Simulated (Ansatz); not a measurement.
Al:
Space group Fm-3m (No. 225); a = 4.014 Å, b = 4.014 Å, c = 4.014 Å, α = 90.00°, β = 90.00°, γ = 90.00°

```json
[
 {"atom": "Al", "site": "4a", "symmetry": "m-3m", "x": "0.0000", "y": "0.0000", "z": "0.0000"}
]
```
(The calculation used a cell of 1 atom; values per cell refer to that cell.)

Relaxed with the program Ansatz at the PBEsol level (PAW). Indices refer to the conventional cell of Fm-3m, a = b = c = 4.0140 Å, α = β = γ = 90.00°.

Simulate the powder diffraction pattern (Cu Kα, λ = 1.54184 Å; lines above 1 %) up to 2θ = 90°.

Simulated powder pattern, Cu Kα, λ = 1.54184 Å (kinematic, ideal powder, no thermal factors, no anomalous dispersion; the 30 strongest lines at most, above 1 %, up to 2θ = 90°):

| 2θ (°) | d (Å) | I/Imax (%) | hkl |
|---|---|---|---|
| 38.86 | 2.317 | 100 | (111) |
| 45.18 | 2.007 | 48 | (200) |
| 65.81 | 1.419 | 31 | (220) |
| 79.14 | 1.210 | 35 | (311) |
| 83.41 | 1.159 | 10 | (222) |

The PBEsol relaxation kept the symmetry of its start.

Potentials: the earlier of the program's two PAW sets.
